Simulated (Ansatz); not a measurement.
Data:

MgO:
```cif
data_Mg2O2
_chemical_formula_sum 'Mg2 O2'
_space_group_name_H-M_alt 'P 1'
_space_group_IT_number 1
_cell_length_a 3.48676
_cell_length_b 3.48676
_cell_length_c 4.18904
_cell_angle_alpha 90.000
_cell_angle_beta 90.000
_cell_angle_gamma 120.000
loop_
_space_group_symop_operation_xyz
  'x, y, z'
loop_
_atom_site_label
_atom_site_type_symbol
_atom_site_fract_x
_atom_site_fract_y
_atom_site_fract_z
_atom_site_occupancy
Mg1 Mg 0.66667 0.33333 0.75000 1
Mg2 Mg 0.33333 0.66667 0.25000 1
O1 O 0.66667 0.33333 0.25000 1
O2 O 0.33333 0.66667 0.75000 1
```

This is the r²SCAN-relaxed structure.

Task: All from r²SCAN in the plane-wave PAW code Ansatz, unless another level is named. Give the Bader charges.

Result: Mg +1.74, O -1.74 e.

Task: And the static dielectric constant ε0 (ions relaxed, cell fixed)?

Result: 5.69 (xx = yy), 9.29 (zz).

Task: And the Born charges (a third of the trace)?

Result: Mg +1.86, O -1.86 e.

Task: Give the electronic dielectric constant ε∞ (DFPT).

Result: 2.82 (xx = yy), 2.83 (zz).

Space group P6_3/mmc. The workflow started from a Materials Project entry (that database holds measured and hypothetical structures alike); the Crystallography Open Database copy checked does not list it. It is not the phase usual at ambient conditions (space group No. 225). The r²SCAN relaxation kept the symmetry of its start; whether a distortion lowers the energy is not shown.

Potentials: the earlier of the program's two PAW sets. The files were generated under PBE; for other functionals the program regenerates the frozen cores, and for LDA and PBEsol the local potential too.
